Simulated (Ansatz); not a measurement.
HfC in space group Pm-3m (No. 221; Hf on 3c, C on 3d) at seven volumes, the program Ansatz at the PBEsol level (PAW), scaled uniformly. One row is withheld.

| V (Å³/atom) | P (GPa) |
|---|---|
| 13.964 | 18.35 |
| 14.424 | 11.39 |
| 14.885 | 5.30 |
| 15.345 | 0.00 |
| 15.805 | ? |
| 16.266 | -8.63 |
| 16.726 | -12.10 |

**Question.** Fit the shown pressures and predict the withheld one.

**Answer.** Third-order Birch–Murnaghan: P = (3/2)B₀(x^(7/2) − x^(5/2))[1 + (3/4)(B′ − 4)(x − 1)] with x = (V₀/V)^(2/3). Least squares on the six rows gives V₀ = 15.346 Å³/atom, B₀ = 164.3 GPa, B′ = 3.60. At V = 15.805, x = 0.9805 and P = -4.59 GPa. The run itself gave -4.62 GPa.

The start of the workflow was typed in or built on a structure type; neither database checked (COD, Materials Project) lists it. It is not the phase usual at ambient conditions (space group No. 225). Symmetry was held in the PBEsol relaxation; its stability against distortions is not shown here. No spin polarisation was allowed. Its formation energy is positive at this level, so the cell may be metastable or incomplete. Spin–orbit coupling is left out wherever it is not named.

Potentials: the earlier of the program's two PAW sets. The files were generated under PBE; for other functionals the program regenerates the frozen cores, and for LDA and PBEsol the local potential too.
